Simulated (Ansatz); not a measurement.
Task: Name crystals whose computed values (the program Ansatz at the LDA level (PAW)) fall in these windows: Θ_D (K) 260 to 330; electron conductivity mass (mₑ) 0.47 to 0.68.

Result: 

```tsv
crystal	Θ_D (K)	electron conductivity mass (mₑ)
GaS, P6_3/mmc (Ga on 4f, S on 4f)	284	0.57
MoSe2, P6_3/mmc (Mo on 2c, Se on 4f)	288	0.50
SrLi2SnS4, I-42m (Sn on 2a, Sr on 2b, Li on 4d, S on 8i)	314	0.65
LiCl, wurtzite	262	0.51
BaO, rock salt	306	0.49
```
Others may fit too.

Not the usual ambient phase: LiCl, wurtzite. Standing as an ambient phase not checked: SrLi2SnS4, I-42m (Sn on 2a, Sr on 2b, Li on 4d, S on 8i). Weakly bound layers, chains or molecules computed without a dispersion correction, so cells and soft constants are ill determined: GaS, P6_3/mmc (Ga on 4f, S on 4f); MoSe2, P6_3/mmc (Mo on 2c, Se on 4f). All cells were relaxed under the symmetry of their starts (and spin orders); stability against distortions was not tested throughout. Rows with no word on spin ran without spin polarisation. Spin–orbit coupling is left out wherever it is not named.

Potentials: the later of the program's two PAW sets.
